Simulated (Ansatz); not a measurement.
Deforming ScF3

```xyz
4
Lattice="4.0125 0.0000 0.0000 0.0000 4.0125 0.0000 0.0000 0.0000 4.0125" Properties=species:S:1:pos:R:3 pbc="T T T"
Sc    0.0000    0.0000    0.0000
F     2.0062    0.0000    0.0000
F     0.0000    2.0062    0.0000
F     0.0000    0.0000    2.0062
```

Atom numbers follow the list: Sc1, F2, F3, F4.

The geometry is COD entry 4127282, unchecked; take it as a test cell.

Level of theory: DFT, LDA, all-electron PAW with datasets made for the crystal, scalar-relativistic (Ansatz 0.2.0).

Sampling and basis: a Γ-centred 6×6×6 k mesh, Fermi–Dirac smearing of 0.02 eV, cutoff 400 eV (chosen by the program for this cell), no spin polarisation.

The unchanged cell is at -2.92 GPa.

Semilocal functionals give too small gaps.

x, y and z are the Cartesian axes of the cell as listed; fractional coordinates follow a strain, and an engineering shear is twice the off-diagonal strain component.

Vzz stands for the principal value of largest size of the field-gradient tensor, whatever its axis.

One change gave: energy change +1 meV/atom; stress change (xx, yy, zz, yz, xz, xy) -0.01, -0.01, -0.01, 0.38, 0.38, 0.38 GPa, compression positive; Vzz in 10²¹ V/m²: Sc1 0 → 0.69 (η = 0.00), F2 5.69 → 5.70 (η = 0.02); gap on the k mesh 6.21 → 6.19 eV. Which change was it?
A. equal xy, yz and zx engineering shear strains of +2 %
B. equal xy, yz and zx engineering shear strains of -2 %
C. equal xy, yz and zx engineering shear strains of -1 %
D. equal xy, yz and zx engineering shear strains of +1 %

B. For equal xy, yz and zx engineering shear strains of -1 %: energy change under 1 meV/atom; stress change (xx, yy, zz, yz, xz, xy) 0.00, 0.00, 0.00, 0.19, 0.19, 0.19 GPa, compression positive; Vzz in 10²¹ V/m²: Sc1 0 → 0.35 (η = 0.00), F2 5.69 → 5.70 (η = 0.01); gap on the k mesh 6.21 → 6.21 eV. For equal xy, yz and zx engineering shear strains of +1 %: energy change under 1 meV/atom; stress change (xx, yy, zz, yz, xz, xy) 0.00, 0.00, 0.00, -0.20, -0.20, -0.20 GPa, compression positive; Vzz in 10²¹ V/m²: Sc1 0 → -0.35 (η = 0.00), F2 5.69 → 5.70 (η = 0.01); gap on the k mesh 6.21 → 6.21 eV. For equal xy, yz and zx engineering shear strains of +2 %: energy change +1 meV/atom; stress change (xx, yy, zz, yz, xz, xy) -0.01, -0.01, -0.01, -0.40, -0.40, -0.40 GPa, compression positive; Vzz in 10²¹ V/m²: Sc1 0 → -0.69 (η = 0.00), F2 5.69 → 5.70 (η = 0.02); gap on the k mesh 6.21 → 6.20 eV.
